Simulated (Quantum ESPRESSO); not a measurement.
## Zn3GaSeS3 (input and log of a self-consistent run)

Simulated, not a measurement. The program is pw.x of Quantum ESPRESSO 7.5 (plane-wave density functional theory). The cell is made up: 8 atoms on a zincblende/diamond lattice, with randomly drawn elements, strain and displacements, not relaxed. PseudoDojo standard norm-conserving files (v0.5 for PBE, v0.4.1 for LDA and PBEsol) set the functional; there is no spin polarisation, spin-orbit coupling or dispersion term, and the masses in the input are unused placeholders. A spin-polarised start on this cell or one of its family kept no moment.

Input:

```
&control calculation='scf', pseudo_dir='./dojo.nc.sr.pbe.v0_5.standard.upf', outdir='./o', disk_io='low', tprnfor=.true., tstress=.true. /
&system ibrav=0, nat=8, ntyp=4, nbnd=64, ecutwfc=85.99341389, nosym=.true., tot_charge=0,
 occupations='smearing', smearing='fd', degauss=0.0073498644
/
&electrons conv_thr=7.350e-09, electron_maxstep=60, /
ATOMIC_SPECIES
Ga 1.0 Ga.upf
S 1.0 S.upf
Se 1.0 Se.upf
Zn 1.0 Zn.upf
CELL_PARAMETERS angstrom
5.6399 0.0 0.0
0.0 5.6399 0.0
0.0 0.0 5.6399
ATOMIC_POSITIONS angstrom
Zn 0.0115 0.16 -0.162
Ga -0.0089 2.7685 2.7056
Zn 2.6719 -0.0656 2.7578
Zn 2.8443 2.8768 0.1416
Se 1.4522 1.3993 1.372
S 1.4997 4.2624 4.1457
S 4.2218 1.4091 4.2291
S 4.2324 4.2804 1.4987
K_POINTS automatic
6 6 6 1 1 1
```

The log is shortened where brackets say so; the opening notice, blank lines, dates and the lines on written files are dropped, and the path of the files is cut. It prints rydbergs, bohrs and kilobars, and counts compression as positive stress.

```
     Program PWSCF v.7.5
     Parallel version (MPI & OpenMP), running on       4 processor cores
     Number of MPI processes:                 4
     Threads/MPI process:                     1
     [start-up lines left out]
     bravais-lattice index     =            0
     lattice parameter (alat)  =      10.6579  a.u.
     unit-cell volume          =    1210.6283 (a.u.)^3
     number of atoms/cell      =            8
     number of atomic types    =            4
     number of electrons       =       107.00
     number of Kohn-Sham states=           64
     kinetic-energy cutoff     =      85.9934  Ry
     charge density cutoff     =     343.9737  Ry
     scf convergence threshold =      7.3E-09
     mixing beta               =       0.7000
     number of iterations used =            8  plain     mixing
     Exchange-correlation= PBE
                           (   1   4   3   4   0   0   0)
     [axes and pseudopotential details left out]
   Cartesian axes
     site n.     atom                  positions (alat units)
         1        Zn     tau(   1) = (   0.0020390   0.0283693  -0.0287239  )
         2        Ga     tau(   2) = (  -0.0015780   0.4908775   0.4797248  )
         3        Zn     tau(   3) = (   0.4737495  -0.0116314   0.4889803  )
         4        Zn     tau(   4) = (   0.5043175   0.5100800   0.0251068  )
         5        Se     tau(   5) = (   0.2574868   0.2481072   0.2432667  )
         6        S      tau(   6) = (   0.2659090   0.7557581   0.7350662  )
         7        S      tau(   7) = (   0.7485594   0.2498449   0.7498537  )
         8        S      tau(   8) = (   0.7504388   0.7589496   0.2657317  )
     number of k points=   108  Fermi-Dirac smearing, width (Ry)=  0.0073
     Number of k-points >= 100: set verbosity='high' to print them.
     Dense  grid:   130627 G-vectors     FFT dimensions: (  64,  64,  64)
     Estimated max dynamical RAM per process >     636.41 MB
     Estimated total dynamical RAM >       2.39 GB
     Initial potential from superposition of free atoms
     starting charge     106.9968, renormalised to     107.0000
     Starting wfcs are   60 randomized atomic wfcs +    4 random wfcs
     total cpu time spent up to now is        8.2 secs
     per-process dynamical memory:   545.6 Mb
     Self-consistent Calculation
     iteration #  1     ecut=    85.99 Ry     beta= 0.70
     Davidson diagonalization with overlap
     ethr =  1.00E-02,  avg # of iterations =  5.7
     Threshold (ethr) on eigenvalues was too large:
     Diagonalizing with lowered threshold
     Davidson diagonalization with overlap
     ethr =  3.71E-04,  avg # of iterations =  2.9
     total cpu time spent up to now is       51.8 secs
     total energy              =   -1715.84945653 Ry
     estimated scf accuracy    <       0.39024997 Ry
     iteration #  2     ecut=    85.99 Ry     beta= 0.70
     Davidson diagonalization with overlap
     ethr =  3.65E-04,  avg # of iterations =  3.6
     total cpu time spent up to now is       76.1 secs
     total energy              =   -1715.94786460 Ry
     estimated scf accuracy    <       0.27950061 Ry
     iteration #  3     ecut=    85.99 Ry     beta= 0.70
     Davidson diagonalization with overlap
     ethr =  2.61E-04,  avg # of iterations =  2.1
     total cpu time spent up to now is       97.3 secs
     total energy              =   -1716.00754124 Ry
     estimated scf accuracy    <       0.00911053 Ry
     iteration #  4     ecut=    85.99 Ry     beta= 0.70
     Davidson diagonalization with overlap
     ethr =  8.51E-06,  avg # of iterations = 10.1
     total cpu time spent up to now is      124.9 secs
     total energy              =   -1716.01011533 Ry
     estimated scf accuracy    <       0.00221709 Ry
     iteration #  5     ecut=    85.99 Ry     beta= 0.70
     Davidson diagonalization with overlap
     ethr =  2.07E-06,  avg # of iterations =  3.0
     total cpu time spent up to now is      146.9 secs
     total energy              =   -1716.01053398 Ry
     estimated scf accuracy    <       0.00005665 Ry
     iteration #  6     ecut=    85.99 Ry     beta= 0.70
     Davidson diagonalization with overlap
     ethr =  5.29E-08,  avg # of iterations =  3.9
     total cpu time spent up to now is      169.7 secs
     total energy              =   -1716.01054810 Ry
     estimated scf accuracy    <       0.00001227 Ry
     iteration #  7     ecut=    85.99 Ry     beta= 0.70
     Davidson diagonalization with overlap
     ethr =  1.15E-08,  avg # of iterations =  3.2
     total cpu time spent up to now is      189.6 secs
     total energy              =   -1716.01055161 Ry
     estimated scf accuracy    <       0.00000206 Ry
     iteration #  8     ecut=    85.99 Ry     beta= 0.70
     Davidson diagonalization with overlap
     ethr =  1.92E-09,  avg # of iterations =  2.0
     total cpu time spent up to now is      209.0 secs
     total energy              =   -1716.01055206 Ry
     estimated scf accuracy    <       0.00000011 Ry
     iteration #  9     ecut=    85.99 Ry     beta= 0.70
     Davidson diagonalization with overlap
     ethr =  1.01E-10,  avg # of iterations =  4.0
     total cpu time spent up to now is      232.3 secs
     total energy              =   -1716.01055210 Ry
     estimated scf accuracy    <       0.00000005 Ry
     iteration # 10     ecut=    85.99 Ry     beta= 0.70
     Davidson diagonalization with overlap
     ethr =  4.26E-11,  avg # of iterations =  2.1
     total cpu time spent up to now is      251.6 secs
     End of self-consistent calculation
     Number of k-points >= 100: set verbosity='high' to print the bands.
     the Fermi energy is     8.8597 ev
!    total energy              =   -1716.01055211 Ry
     estimated scf accuracy    <          2.0E-09 Ry
     smearing contrib. (-TS)   =      -0.00390077 Ry
     internal energy E=F+TS    =   -1716.00665135 Ry
     The total energy is F=E-TS. E is the sum of the following terms:
     one-electron contribution =   -1382.32219247 Ry
     hartree contribution      =     717.27297021 Ry
     xc contribution           =    -243.91262175 Ry
     ewald contribution        =    -807.04480735 Ry
     convergence has been achieved in  10 iterations
     Forces acting on atoms (cartesian axes, Ry/au):
     atom    1 type  4   force =    -0.00150338   -0.03564864   -0.00292912
     atom    2 type  1   force =    -0.02035569    0.02808065    0.04675310
     atom    3 type  4   force =     0.04490114   -0.00337957    0.01661961
     atom    4 type  4   force =     0.02565837    0.02175745   -0.03454493
     atom    5 type  3   force =     0.00309601   -0.01620029   -0.02663272
     atom    6 type  2   force =    -0.02545366   -0.01593480    0.03884941
     atom    7 type  2   force =    -0.02264046    0.00841967   -0.00339888
     atom    8 type  2   force =    -0.00370233    0.01290554   -0.03471646
     Total force =     0.121129     Total SCF correction =     0.000328
     Computing stress (Cartesian axis) and pressure
          total   stress  (Ry/bohr**3)                   (kbar)     P=       11.14
   0.00008633  -0.00004921  -0.00003881           12.70       -7.24       -5.71
  -0.00004921   0.00008095  -0.00007958           -7.24       11.91      -11.71
  -0.00003881  -0.00007958   0.00005985           -5.71      -11.71        8.80
     init_run     :      7.87s CPU      8.12s WALL (       1 calls)
     electrons    :    242.50s CPU    243.48s WALL (       1 calls)
     forces       :      2.85s CPU      2.86s WALL (       1 calls)
     stress       :      9.90s CPU     10.09s WALL (       1 calls)
     [timing details left out]
     PWSCF        :   4m23.24s CPU   4m24.71s WALL
     JOB DONE.
```

In other units: free energy -23347.513 eV for the cell, pressure 1.11 GPa, largest force component 1.202 eV/Å. A rerun of this cell at 1467 eV and a 8 x 8 x 8 mesh moved values by no more than 0.013 eV in energy, 0.03 GPa in stress and 0.010 eV/Å in force.